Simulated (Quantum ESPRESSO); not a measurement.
Kohn-Sham bands of CaHI (P4/nmm, isolated units)

```xyz
6
Lattice="4.0233 0.0000 0.0000 0.0000 4.0233 0.0000 0.0000 0.0000 9.3431" Properties=species:S:1:pos:R:3 pbc="T T T"
Ca     0.0000     2.0117     1.2164
Ca     2.0117     0.0000    -1.2164
H      2.0117     2.0117     0.0000
H      0.0000     0.0000     0.0000
I      0.0000     2.0117    -2.8049
I      2.0117     0.0000     2.8049
```

Materials Project entry mp-24204; symmetrised, unrelaxed at this level. Computed values, not measurements, from PBEsol: Quantum ESPRESSO (norm-conserving PseudoDojo potentials, cutoff 58 Ry, no spin polarisation, no spin-orbit coupling) on a Γ-centred 6×6×4 mesh, then Wannier90. Density: 8×8×4 mesh, cold smearing 0.01 Ry. The cell is built of weakly bound layers, chains or molecules, whose nearest atoms lie 4.69 Å apart, far more than in van der Waals crystals (3.2 to 4.2 Å): it describes nearly isolated units, such as a monolayer, not the bulk crystal. Spin-orbit coupling is left out although heavy elements are present.

**Question.** List the Kohn-Sham levels between −8 and 6.4 eV relative to the valence-band maximum at the high-symmetry points, as a band run of pw.x on that density gives them (levels within 2 meV counted together).

**Answer.** 
```tsv
point	k (reciprocal lattice)	levels (eV)
Γ	0.000 0.000 0.000	-3.96, -1.50, -0.83, -0.80, -0.44 (×2), -0.33 (×2), 3.60, 4.12, 4.64 (×2), 4.90, 5.13, 5.41, 5.99, 6.03, 6.15
X	0.000 0.500 0.000	-3.11 (×2), -2.02 (×2), -0.52 (×2), -0.23 (×2), 3.92 (×2), 4.68 (×2), 5.23 (×2), 6.04 (×2), 6.35 (×2)
M	0.500 0.500 0.000	-2.46 (×2), -2.18 (×2), -1.41 (×2), -1.18 (×2), 3.39 (×2), 5.37 (×2), 5.96 (×2)
Z	0.000 0.000 0.500	-3.83, -2.19, -0.80, -0.46 (×2), -0.31 (×2), 0.00, 3.57, 3.94, 4.59, 4.64 (×2), 4.73, 5.42, 6.03, 6.17
R	0.000 0.500 0.500	-3.19 (×2), -1.72 (×2), -0.82 (×2), -0.23 (×2), 4.22 (×2), 4.71 (×2), 5.34 (×2), 5.97 (×2), 6.29 (×2)
A	0.500 0.500 0.500	-2.38 (×2), -2.30 (×2), -1.36 (×2), -1.20 (×2), 3.83 (×2), 4.69 (×2), 5.77 (×2)
```
